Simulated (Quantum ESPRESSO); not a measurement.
Band energies of GaN at -2 % isotropic strain

```
GaN
1.0
    3.12012     0.00000     0.00000
   -1.56006     2.70210     0.00000
    0.00000     0.00000     5.08296
N Ga
2 2
Cartesian
  1.56006   0.90070   4.45148
  0.00000   1.80140   1.91000
  1.56006   0.90070   2.53759
  0.00000   1.80140   5.07907
```

PBE (stringent potentials; pw.x of Quantum ESPRESSO, ONCV potentials, scalar-relativistic); path ΓMKΓALHA,LM,KH; energies in eV from the valence-band maximum.

```
k (1/Å)  point  band 22  band 23  band 24  band 25  band 26  band 27  band 28  band 29
-------  -----  -------  -------  -------  -------  -------  -------  -------  -------
0.00         Γ    -1.11    -1.11    -0.05     0.00     0.00     2.37     4.72     9.56
0.42              -3.11    -1.92    -1.74    -0.42    -0.31     4.00     6.14     8.31
0.85              -5.28    -4.35    -2.69    -1.61    -0.89     5.28     6.09     6.68
1.16         M    -5.50    -4.48    -2.96    -2.38    -1.07     5.29     5.93     6.28
1.27              -5.49    -4.46    -3.11    -2.40    -1.21     5.51     5.98     6.32
1.83         K    -5.53    -5.53    -3.20    -3.20    -2.93     5.17     8.39     8.39
2.25              -5.08    -4.58    -3.79    -1.98    -1.79     6.12     6.75     7.99
2.66              -3.51    -2.86    -1.85    -0.64    -0.59     4.53     6.75     8.19
3.07              -1.27    -1.16    -0.19    -0.07    -0.02     2.55     4.86     9.51
3.18         Γ    -1.11    -1.11    -0.05     0.00     0.00     2.37     4.72     9.56
3.67              -2.95    -0.74    -0.74    -0.39    -0.39     4.34     4.84     8.85
3.79         A    -3.95    -0.57    -0.57    -0.57    -0.57     4.69     4.69     8.84
4.11              -4.01    -1.47    -1.47    -0.87    -0.87     5.39     5.39     8.25
4.53              -5.48    -2.25    -2.25    -1.69    -1.69     5.22     5.22     8.25
4.96         L    -6.93    -2.09    -2.09    -2.02    -2.02     4.64     4.64     8.21
5.52              -6.47    -4.37    -4.37    -1.61    -1.61     6.59     6.59     7.78
5.63         H    -6.43    -4.51    -4.51    -1.60    -1.60     6.84     6.84     7.50
5.90              -6.32    -3.91    -3.91    -1.71    -1.71     6.27     6.27     8.24
6.25              -5.14    -2.41    -2.41    -1.99    -1.99     5.99     5.99     8.22
6.61              -4.05    -1.60    -1.60    -1.00    -1.00     5.55     5.55     8.14
6.97         A    -3.95    -0.57    -0.57    -0.57    -0.57     4.69     4.69     8.84
6.97         L    -6.93    -2.09    -2.09    -2.02    -2.02     4.64     4.64     8.21
7.38              -5.84    -3.98    -2.85    -2.06    -1.22     4.95     5.33     7.41
7.59         M    -5.50    -4.48    -2.96    -2.38    -1.07     5.29     5.93     6.28
7.59         K    -5.53    -5.53    -3.20    -3.20    -2.93     5.17     8.39     8.39
7.69              -5.62    -5.62    -3.07    -3.07    -3.00     5.27     8.31     8.31
8.21         H    -6.43    -4.51    -4.51    -1.60    -1.60     6.84     6.84     7.50
```

The PBE gap is direct, 2.37 eV at Γ.

Spin-orbit splittings are left out.

Geometry strained from the cell relaxed with PBEsol, atoms relaxed again.
